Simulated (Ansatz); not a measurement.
The relaxed structure here is a generated cell of SnS2: the first start was made by placing the elements on the sites of a structure type, and the end was not matched to a known phase here, so it may be hypothetical. Known forms of SnS2 include space group No. 164.

The end point of a relaxation of SnS2. Space group Pnnm (No. 58), AFLOW prototype AB2_oP6_58_a_g (as in Fe2C). Level of theory: PBEsol (plane waves to 420 eV, PAW, scalar-relativistic; Ansatz, a program for electronic structure).

```xyz
6
Lattice="5.8042 0.0000 0.0000 0.0000 6.1884 0.0000 0.0000 0.0000 3.7398" Properties=species:S:1:pos:R:3 pbc="T T T"
Sn     2.9021     3.0942     1.8699
Sn     0.0000     0.0000     0.0000
S      4.3499     5.3123     1.8699
S      1.4479     3.9703     0.0000
S      4.3563     2.2181     0.0000
S      1.4542     0.8761     1.8699
```

Task: What band gap does PBEsol give?

Result: 0.35 eV, direct (no spin-orbit coupling).

No spin polarisation in the result.

The run could not lose the symmetry of its start, so the end can be a saddle point.
